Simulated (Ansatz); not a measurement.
Values for one crystal, relaxed and computed with DFT-r²SCAN in the program Ansatz with PAW potentials; other levels are named.

Volume per atom: 19.95 Å³
Electronic character: metallic (no gap)
Density of states at the Fermi level: 0.40 states/eV per atom (mean over ±0.08 eV)
Formation energy from the elements (no fitted shifts): -0.66 eV/atom

Problem. Which compound is it?
(A) LaGe3Ru, I4mm (La on 2a, Ge on 2a, Ge on 4b, Ru on 2a)
(B) GeRh, CsCl type
(C) LaI2, MoSi2 or CaC2 type
(D) HfN, CsCl type

Solution. A, LaGe3Ru, I4mm (La on 2a, Ge on 2a, Ge on 4b, Ru on 2a)

The first step of the workflow began from a Materials Project structure, measured or hypothetical; the Crystallography Open Database copy checked does not list it. Its standing as an ambient phase is unchecked. The cell was relaxed with r²SCAN under the symmetry of its start; whether a distortion lowers the energy is not shown. No spin polarisation was allowed. The references are the lowest solids computed at this level, not always the standard phases. Scalar-relativistic: spin–orbit coupling is off unless named, which matters more the heavier the elements.

Potentials: the later of the program's two PAW sets.
